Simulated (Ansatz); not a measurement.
BeSe in space group P4/nmm (No. 129; Be on 2c, Se on 2a), LDA (plane waves, PAW; program Ansatz), all energies at zero smearing, with the estimated change up to a 700 eV cutoff added, with one set of potentials and settings (totals compare only within such a set). Cell of 4 atoms (2 Be, 2 Se): -10942.777 eV.

```json
[
 {"element": "Be", "reference phase": "P6_3/mmc, 2 atoms in the cell", "E (eV/atom)": "-88.2330"},
 {"element": "Se", "reference phase": "P3_121, 3 atoms in the cell", "E (eV/atom)": "-5383.2604"}
]
```

Formation energy per atom, worked out: (-10942.777 − 2×(-88.2330) − 2×(-5383.2604))/4 = 0.052 eV/atom (5 kJ per mol of atoms), at 0 K, without zero-point energy or fitted corrections.

A made-up cell: these elements were put on the sites of a structure type; neither database checked (COD, Materials Project) lists it. COD files the formula under space group No. 216, so this cell is another polymorph or a model. Whether it is the stable phase at ambient conditions was not checked. Symmetry was held in the LDA relaxation. At this level the phase is dynamically unstable (imaginary phonons). A crystal of weakly bound layers computed without a dispersion correction: the cell and the soft elastic constants depend strongly on that. The references are the lowest solids computed at this level, not always the standard phases.

Potentials: the later of the program's two PAW sets.
